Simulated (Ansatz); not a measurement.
Sb3H5, a known structure type with other elements, at an estimated volume

```yaml
crystal:
  lattice:
    - [0.00000, 2.85930, 0.00000]
    - [0.00000, 0.00000, 4.81485]
    - [7.04239, 1.42965, -2.40742]
  atoms:
    - { symbol: H, position: [0.10470, 0.97210, 0.79060] }
    - { symbol: H, position: [0.89530, 0.18150, 0.20940] }
    - { symbol: H, position: [0.50000, 0.51500, 0.00000] }
    - { symbol: Sb, position: [0.68090, 0.77710, 0.63820] }
    - { symbol: Sb, position: [0.31910, 0.13890, 0.36180] }
    - { symbol: Sb, position: [0.00000, 0.31100, 0.00000] }
    - { symbol: H, position: [0.77350, 0.94550, 0.45300] }
    - { symbol: H, position: [0.22650, 0.49250, 0.54700] }
```

Level: r2SCAN, no spin polarisation; 500 eV; 7×7×7 Γ-centred mesh; methfessel-paxton occupations (width 0.0205 eV); Ansatz 0.2.0, fixed geometry.

Contacts: H–Sb at 1.73 Å: least valence density 0.72 e/Å³ and ELF 0.53 there. Both are smooth PAW fields, read partly inside the augmentation spheres.
Stress: The pressure is 32.8 GPa (compression positive), so with the atoms held at these fractions the cell would first expand; the forces are large, so a full relaxation may end otherwise. The principal stresses 24.5, 25.8, 48.2 GPa differ, so its shape would change too.
Formation energy: 1.24 eV an atom against the elements' usual phases (free molecules for gases, crystals otherwise, with no correction for O₂ or N₂), so at this geometry it isn't bound against them. Relaxing would lower it.
Forces: The largest is on H3: 2.19 eV/Å, components (0.00, 0.00, 2.19). It makes 124° with the line to a nearest neighbour, Sb6 at 1.73 Å.
Electronic structure: It is a metal, with about 2.2 states/eV a cell as the mean within 0.25 eV of the Fermi level, mostly Sb p (81 %).

Origin: a known structure type with other elements, at an estimated volume, so it need not be a known compound. Caveats: the k mesh is coarse if the cell is a metal; atoms or cell far from equilibrium.
